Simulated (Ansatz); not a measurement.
Be, DFT, PBEsol, all-electron LAPW, scalar-relativistic (Ansatz 0.2.0), run on 1 thread of Intel(R) Xeon(R) Platinum 8488C (Sapphire Rapids) on a shared host.

Structure from Materials Project entry mp-20 (possibly hypothetical), not relaxed further. The listed cell was then made from it by scaling, straining or moving an atom.

Command: `ansatz run input.yaml --threads 1 --pin off --max-ram 3072MiB --backend cpu --events-out ev --progress --plain --runs-dir out`

```yaml
crystal:
  lattice:
    - [-1.2531209513, 1.2531209513, 1.2907145798]
    - [1.2531209513, -1.2531209513, 1.2907145798]
    - [1.2531209513, 1.2531209513, -1.2907145798]
  atoms:
    - { symbol: Be, position: [0.0, 0.0, 0.0] }
kpoints:
  mp_grid: { grid: [23, 23, 23] }
  band_path:
    path:
      - [0.0, 0.0, 0.0]
      - [0.0, 0.0, 0.5]
      - [0.25, 0.25, 0.25]
      - [0.0, 0.5, 0.0]
      - [0.0, 0.0, 0.0]
      - [0.5, 0.5, -0.5]
      - [0.4856489773, 0.5143510227, -0.4856489773]
      - [-0.4856489773, 0.4856489773, 0.4856489773]
      - [0.0, 0.0, 0.0]
    npoints: 5
scf:
  occupations: { method: fermi_dirac, width: 0.03 }
hamiltonian:
  xc: pbesol
  pseudopotentials: { kind: all_electron, lapw: { basis_error: 0.00025 } }
output:
  forces: true
  stress: true
  eigenvalues: true
```

(1) How large is the problem that the program sets up?

(2) About how long does it take, and how much memory does it use?

## Answers

(1) 936 irreducible k-points, 51 plane waves at Γ, 6 bands.

(2) 13 s of wall time for 4 SCF iterations, with a peak of 0.4 GiB. Times on shared machines scatter by tens of per cent.
